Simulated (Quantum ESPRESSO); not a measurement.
Kohn-Sham bands of InN (wurtzite)

```xyz
4
Lattice="3.5506 0.0000 0.0000 -1.7753 3.0749 0.0000 0.0000 0.0000 5.7326" Properties=species:S:1:pos:R:3 pbc="T T T"
In    -1.7753     1.0250    -2.8635
In     1.7753    -1.0250     0.0028
N     -1.7753     1.0250    -0.6907
N      1.7753    -1.0250     2.1756
```

Materials Project entry mp-22205; symmetrised, unrelaxed at this level. COD (Crystallography Open Database) has the formula in 2 space groups, this one among them (matched by group alone). Level: PBEsol, spinors with spin-orbit coupling; pw.x of Quantum ESPRESSO at 68 Ry with PseudoDojo potentials, 6×6×4 k-points, Wannier90. Density: 12×12×6 mesh, Gaussian smearing 0.01 Ry. With spin-orbit coupling a semilocal functional can close or falsely invert a small gap; the band order was not checked against a better method.

**Question.** List the Kohn-Sham levels between −8 and 3.0 eV relative to the Fermi level at the high-symmetry points, as a band run of pw.x on that density gives them (levels within 2 meV counted together).

**Answer.** 
```tsv
point	k (reciprocal lattice)	levels (eV)
Γ	0.000 0.000 0.000	-5.89 (×2), -1.01 (×2), -0.97 (×2), -0.41 (×2), -0.13 (×2), -0.11 (×4), 2.58 (×2)
M	0.500 0.000 0.000	-5.50 (×2), -4.62 (×2), -3.52 (×2), -2.43 (×2), -1.81 (×2), -0.98 (×2)
K	0.333 0.333 0.000	-4.73, -4.72 (×3), -4.38 (×2), -2.58, -2.46 (×2), -2.40, -2.24 (×2)
A	0.000 0.000 0.500	-3.50 (×4), -0.57 (×4), -0.54 (×4), 2.18 (×4)
L	0.500 0.000 0.500	-5.56 (×4), -1.77 (×4), -1.64 (×4)
H	0.333 0.333 0.500	-5.27 (×2), -5.25 (×2), -3.51 (×2), -3.37 (×2), -1.36 (×2), -1.34 (×2)
```
